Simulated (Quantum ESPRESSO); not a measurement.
# Ga2GePNO2: finding a planted mistake in a log

Simulated, not a measurement. The program is pw.x of Quantum ESPRESSO 7.5 (plane-wave density functional theory). The cell is made up: 7 atoms on a wurtzite lattice with one site empty, with randomly drawn elements, strain and displacements, not relaxed. PseudoDojo standard norm-conserving files (v0.5 for PBE, v0.4.1 for LDA and PBEsol) set the functional; there is no spin polarisation, spin-orbit coupling or dispersion term, and the masses in the input are unused placeholders.

Intended input:

```
&control calculation='scf', pseudo_dir='./dojo.nc.sr.pbe.v0_5.standard.upf', outdir='./o', disk_io='medium', tprnfor=.true., tstress=.true. /
&system ibrav=0, nat=7, ntyp=5, nbnd=37, ecutwfc=84.00895049, nosym=.true., tot_charge=0,
 occupations='smearing', smearing='fd', degauss=0.0018374661
/
&electrons conv_thr=7.350e-09, electron_maxstep=60, /
ATOMIC_SPECIES
Ga 1.0 Ga.upf
Ge 1.0 Ge.upf
N 1.0 N.upf
O 1.0 O.upf
P 1.0 P.upf
CELL_PARAMETERS angstrom
3.3378 0.0 0.0
0.0 5.7812 0.0
0.0 0.0 5.4506
ATOMIC_POSITIONS angstrom
Ga -0.227 0.0187 0.0718
Ga 1.684 1.0456 2.7815
Ge -0.118 3.6213 2.7691
P -0.0375 -0.1565 1.9168
N 1.7565 2.9068 2.1822
O 1.8255 0.9782 4.6491
O -0.1993 3.711 4.7579
K_POINTS automatic
5 4 4 1 1 1
```

The log is shortened where brackets say so; the opening notice, blank lines, dates and the lines on written files are dropped, and the path of the files is cut. It prints rydbergs, bohrs and kilobars, and counts compression as positive stress. Where no state is partly filled, the Fermi energy that it prints is only some level between the filled and the empty states on the mesh, and need not lie in the true gap.

Log of the intended run:

```
     Program PWSCF v.7.5
     Parallel version (MPI & OpenMP), running on       1 processor cores
     Number of MPI processes:                 1
     Threads/MPI process:                     1
     [start-up lines left out]
     bravais-lattice index     =            0
     lattice parameter (alat)  =       6.3075  a.u.
     unit-cell volume          =     709.7726 (a.u.)^3
     number of atoms/cell      =            7
     number of atomic types    =            5
     number of electrons       =        62.00
     number of Kohn-Sham states=           37
     kinetic-energy cutoff     =      84.0090  Ry
     charge density cutoff     =     336.0358  Ry
     scf convergence threshold =      7.3E-09
     mixing beta               =       0.7000
     number of iterations used =            8  plain     mixing
     Exchange-correlation= PBE
                           (   1   4   3   4   0   0   0)
     [axes and pseudopotential details left out]
   Cartesian axes
     site n.     atom                  positions (alat units)
         1        Ga     tau(   1) = (  -0.0680089   0.0056025   0.0215112  )
         2        Ga     tau(   2) = (   0.5045239   0.3132602   0.8333333  )
         3        Ge     tau(   3) = (  -0.0353526   1.0849362   0.8296183  )
         4        P      tau(   4) = (  -0.0112349  -0.0468872   0.5742705  )
         5        N      tau(   5) = (   0.5262448   0.8708730   0.6537839  )
         6        O      tau(   6) = (   0.5469171   0.2930673   1.3928636  )
         7        O      tau(   7) = (  -0.0597100   1.1118102   1.4254599  )
     number of k points=    40  Fermi-Dirac smearing, width (Ry)=  0.0018
                       cart. coord. in units 2pi/alat
        k(    1) = (   0.1000000   0.0721693   0.0765466), wk =   0.0500000
        k(    2) = (   0.1000000   0.0721693   0.2296399), wk =   0.0500000
     [further k points left out]
     Dense  grid:    73847 G-vectors     FFT dimensions: (  40,  64,  64)
     Estimated max dynamical RAM per process >      99.62 MB
     Initial potential from superposition of free atoms
     starting charge      61.9937, renormalised to      62.0000
     Starting wfcs are   43 randomized atomic wfcs
     total cpu time spent up to now is       12.9 secs
     per-process dynamical memory:    74.6 Mb
     Self-consistent Calculation
     iteration #  1     ecut=    84.01 Ry     beta= 0.70
     Davidson diagonalization with overlap
     ethr =  1.00E-02,  avg # of iterations =  3.6
     total cpu time spent up to now is       50.4 secs
     total energy              =    -584.11379550 Ry
     estimated scf accuracy    <       1.79489889 Ry
     iteration #  2     ecut=    84.01 Ry     beta= 0.70
     Davidson diagonalization with overlap
     ethr =  2.89E-03,  avg # of iterations =  4.4
     total cpu time spent up to now is       87.3 secs
     total energy              =    -583.10096372 Ry
     estimated scf accuracy    <      10.08616168 Ry
     [iterations 3 to 10 left out]
     iteration # 11     ecut=    84.01 Ry     beta= 0.70
     Davidson diagonalization with overlap
     ethr =  3.36E-09,  avg # of iterations =  2.1
     total cpu time spent up to now is      306.2 secs
     total energy              =    -585.03046783 Ry
     estimated scf accuracy    <       0.00000013 Ry
     iteration # 12     ecut=    84.01 Ry     beta= 0.70
     Davidson diagonalization with overlap
     ethr =  2.15E-10,  avg # of iterations =  3.4
     total cpu time spent up to now is      333.0 secs
     End of self-consistent calculation
     [lines on levels left out]
     the Fermi energy is     8.2342 ev
!    total energy              =    -585.03046786 Ry
     estimated scf accuracy    <          7.0E-09 Ry
     smearing contrib. (-TS)   =      -0.00000000 Ry
     internal energy E=F+TS    =    -585.03046786 Ry
     The total energy is F=E-TS. E is the sum of the following terms:
     one-electron contribution =    -281.78226605 Ry
     hartree contribution      =     186.77477593 Ry
     xc contribution           =    -154.50339417 Ry
     ewald contribution        =    -335.51958357 Ry
     convergence has been achieved in  12 iterations
     Forces acting on atoms (cartesian axes, Ry/au):
     atom    1 type  1   force =    -0.01418025   -0.04419128   -0.45291682
     atom    2 type  1   force =    -0.01832092    0.06961768    0.03190046
     atom    3 type  2   force =     0.11761171   -0.01631468    0.17513368
     atom    4 type  5   force =     0.07596279    0.00883179    0.33510725
     atom    5 type  3   force =    -0.14023824   -0.08342636   -0.01384792
     atom    6 type  4   force =    -0.03624682   -0.03411076    0.01308702
     atom    7 type  4   force =     0.01541173    0.09959361   -0.08846367
     Total force =     0.651040     Total SCF correction =     0.000353
     Computing stress (Cartesian axis) and pressure
          total   stress  (Ry/bohr**3)                   (kbar)     P=      116.64
   0.00052060   0.00007336   0.00042637           76.58       10.79       62.72
   0.00007336   0.00025273  -0.00028210           10.79       37.18      -41.50
   0.00042637  -0.00028210   0.00160543           62.72      -41.50      236.17
     init_run     :     12.56s CPU     12.75s WALL (       1 calls)
     electrons    :    310.10s CPU    320.06s WALL (       1 calls)
     forces       :      3.97s CPU      4.01s WALL (       1 calls)
     stress       :     15.21s CPU     15.28s WALL (       1 calls)
     [timing details left out]
     PWSCF        :   5m42.10s CPU   5m52.55s WALL
     JOB DONE.
```

A second run was made from an input with one planted mistake. Its log:

```
     Program PWSCF v.7.5
     Parallel version (MPI & OpenMP), running on       1 processor cores
     Number of MPI processes:                 1
     Threads/MPI process:                     1
     [start-up lines left out]
     bravais-lattice index     =            0
     lattice parameter (alat)  =       6.3075  a.u.
     unit-cell volume          =     709.7726 (a.u.)^3
     number of atoms/cell      =            7
     number of atomic types    =            5
     number of electrons       =        62.00
     number of Kohn-Sham states=           37
     kinetic-energy cutoff     =      84.0090  Ry
     charge density cutoff     =     336.0358  Ry
     scf convergence threshold =      7.3E-09
     mixing beta               =       0.7000
     number of iterations used =            8  plain     mixing
     Exchange-correlation= PBE
                           (   1   4   3   4   0   0   0)
     [axes and pseudopotential details left out]
   Cartesian axes
     site n.     atom                  positions (alat units)
         1        Ga     tau(   1) = (  -0.0680089   0.0056025   0.0215112  )
         2        Ga     tau(   2) = (   0.5045239   0.3132602   0.8333333  )
         3        Ge     tau(   3) = (  -0.0353526   1.0849362   0.8296183  )
         4        P      tau(   4) = (  -0.0112349  -0.0468872   0.5742705  )
         5        O      tau(   5) = (   0.5262448   0.8708730   0.6537839  )
         6        O      tau(   6) = (   0.5469171   0.2930673   1.3928636  )
         7        N      tau(   7) = (  -0.0597100   1.1118102   1.4254599  )
     number of k points=    40  Fermi-Dirac smearing, width (Ry)=  0.0018
                       cart. coord. in units 2pi/alat
        k(    1) = (   0.1000000   0.0721693   0.0765466), wk =   0.0500000
        k(    2) = (   0.1000000   0.0721693   0.2296399), wk =   0.0500000
     [further k points left out]
     Dense  grid:    73847 G-vectors     FFT dimensions: (  40,  64,  64)
     Estimated max dynamical RAM per process >      99.62 MB
     Initial potential from superposition of free atoms
     starting charge      61.9937, renormalised to      62.0000
     Starting wfcs are   43 randomized atomic wfcs
     total cpu time spent up to now is       11.1 secs
     per-process dynamical memory:    62.2 Mb
     Self-consistent Calculation
     iteration #  1     ecut=    84.01 Ry     beta= 0.70
     Davidson diagonalization with overlap
     ethr =  1.00E-02,  avg # of iterations =  3.6
     total cpu time spent up to now is       44.7 secs
     total energy              =    -583.81150121 Ry
     estimated scf accuracy    <       1.98976233 Ry
     iteration #  2     ecut=    84.01 Ry     beta= 0.70
     Davidson diagonalization with overlap
     ethr =  3.21E-03,  avg # of iterations =  5.2
     total cpu time spent up to now is       78.7 secs
     total energy              =    -583.22273044 Ry
     estimated scf accuracy    <      11.89075704 Ry
     [iterations 3 to 12 left out]
     iteration # 13     ecut=    84.01 Ry     beta= 0.70
     Davidson diagonalization with overlap
     ethr =  1.96E-10,  avg # of iterations =  2.0
     total cpu time spent up to now is      358.7 secs
     total energy              =    -584.91437964 Ry
     estimated scf accuracy    <       0.00000002 Ry
     iteration # 14     ecut=    84.01 Ry     beta= 0.70
     Davidson diagonalization with overlap
     ethr =  3.37E-11,  avg # of iterations =  2.0
     total cpu time spent up to now is      378.3 secs
     End of self-consistent calculation
     [lines on levels left out]
     the Fermi energy is     8.5848 ev
!    total energy              =    -584.91437964 Ry
     estimated scf accuracy    <          9.5E-10 Ry
     smearing contrib. (-TS)   =      -0.00028378 Ry
     internal energy E=F+TS    =    -584.91409586 Ry
     The total energy is F=E-TS. E is the sum of the following terms:
     one-electron contribution =    -287.92236497 Ry
     hartree contribution      =     189.82993593 Ry
     xc contribution           =    -154.44571353 Ry
     ewald contribution        =    -332.37595329 Ry
     convergence has been achieved in  14 iterations
     Forces acting on atoms (cartesian axes, Ry/au):
     atom    1 type  1   force =    -0.00394896   -0.04630810   -0.46607360
     atom    2 type  1   force =    -0.01892620    0.03427911    0.06195016
     atom    3 type  2   force =     0.07588230   -0.00562209    0.19413795
     atom    4 type  5   force =     0.07282751    0.02741926    0.32186895
     atom    5 type  4   force =    -0.08713899   -0.07392850   -0.03261918
     atom    6 type  4   force =    -0.04493457   -0.00956916   -0.00475413
     atom    7 type  3   force =     0.00623892    0.07372948   -0.07451016
     Total force =     0.636532     Total SCF correction =     0.000236
     Computing stress (Cartesian axis) and pressure
          total   stress  (Ry/bohr**3)                   (kbar)     P=      152.14
   0.00105785  -0.00001410   0.00029832          155.61       -2.07       43.88
  -0.00001410   0.00040382  -0.00034239           -2.07       59.40      -50.37
   0.00029832  -0.00034239   0.00164092           43.88      -50.37      241.39
     init_run     :     10.39s CPU     10.95s WALL (       1 calls)
     electrons    :    352.54s CPU    367.15s WALL (       1 calls)
     forces       :      3.49s CPU      3.56s WALL (       1 calls)
     stress       :     11.62s CPU     11.68s WALL (       1 calls)
     [timing details left out]
     PWSCF        :   6m18.30s CPU   6m33.74s WALL
     JOB DONE.
```

Question: what was wrong in the second input?

Answer: two atoms have their elements exchanged. The input lines that differ, file-writing options aside:

```
- N 1.7565 2.9068 2.1822
+ O 1.7565 2.9068 2.1822
- O -0.1993 3.711 4.7579
+ N -0.1993 3.711 4.7579
```

|  | intended run | run with the mistake |
| --- | --- | --- |
| free energy (eV) | -7959.745 | -7958.166 |
| smearing term -TS (eV) | 0.0000 | -0.0039 |
| pressure (GPa) | 11.66 | 15.21 |
| largest force component (eV/Å) | 11.645 | 11.983 |
| largest change of a force component (eV/Å) |  | 1.365 |
| iterations | 12 | 14 |

For scale, a rerun of the intended cell at 1437 eV and a 7 x 6 x 6 mesh moved values by no more than 0.012 eV in energy, 0.21 GPa in stress and 0.012 eV/Å in force.